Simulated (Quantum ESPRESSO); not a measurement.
# One change at a time to NbPd4Ru2W

These are calculations, not measurements. They come from Quantum ESPRESSO 7.5, a public plane-wave density functional program. Each row is one single-point run on a made-up periodic cell of eight metal atoms, with elements, volume, strain and displacements drawn at random and not relaxed, so a cell may be unstable or far from any real phase. There is no spin polarisation or spin-orbit coupling.

Settings: PBE unless stated; PseudoDojo standard norm-conserving files; Fermi-Dirac width 0.25 eV, which means electrons at about 2900 K; cutoff 1143 eV; 8 x 5 x 3 k mesh shifted half a step off Gamma. E is the free energy of the whole cell (internal energy minus TS), so a -TS column is already part of it. Stress is positive in tension, and the pressure P is minus a third of its trace.

Checks: one run of this series was repeated at a higher cutoff and on a denser mesh, which moved values by no more than 0.010 eV, 0.13 GPa and 0.017 eV/Å, and a second program with other atomic files agreed on it to 2 % rms in force and 0.5 GPa in pressure. Known limits: heavy elements are run without spin-orbit coupling, which real alloys of them have; a spin test at this wide smearing found no moment, but such smearing suppresses magnetism that the real alloy may have.

The lattice is face-centred cubic, and the cell vectors in Å are (0.006, 1.980, 1.998); (-4.014, 1.979, -2.009); (-4.127, -6.075, 6.115), a volume of 130.04 Å³ in run 1. The elements on sites 1 to 8 are Ru Ru Pd Pd Pd Pd Nb W. Each later run makes one change to run 1 and keeps the rest. E is counted from run 1, and is n/a where other atomic files have another zero of energy.

| run | change | V (Å³) | P (GPa) | -TS (eV) | rms force (eV/Å) | largest change of a force component (eV/Å) | E (eV) |
|---|---|---|---|---|---|---|---|
| 1 | none | 130.04 | -10.30 | -1.804 | 0.384 | 0.000 | 0.000 |
| 2 | sites 3 and 8 exchanged | 130.04 | -11.33 | -1.845 | 0.188 | 0.514 | 0.482 |
| 3 | all lengths scaled by +1.49 % | 135.94 | -16.64 | -1.903 | 0.361 | 0.147 | ? |
| 4 | PBEsol in place of PBE | 130.04 | -18.26 | -1.809 | 0.379 | 0.036 | n/a |
| 5 | Hf on site 6 | 130.04 | -2.99 | -1.610 | 0.342 | 1.073 | n/a |
| 6 | site 6 moved by +0.11 Å along y | 130.04 | -10.09 | -1.796 | 0.382 | 0.543 | -0.002 |

## Worked estimate

Along a uniform scaling dE = -P dV. The mean of the two pressures is -13.470 GPa and the volume changes by 5.90 Å³, with 160.2 GPa to one eV/Å³. The same two rows give -V dP/dV = 143 GPa for this cell with clamped atoms, which is not the bulk modulus of a real alloy.

## Withheld value

Question: what E should run 3 give?

The estimate is 0.496 eV. The calculation gave 0.501 eV. The mean of two end points misses the curvature of P, and the finite cutoff adds a little.
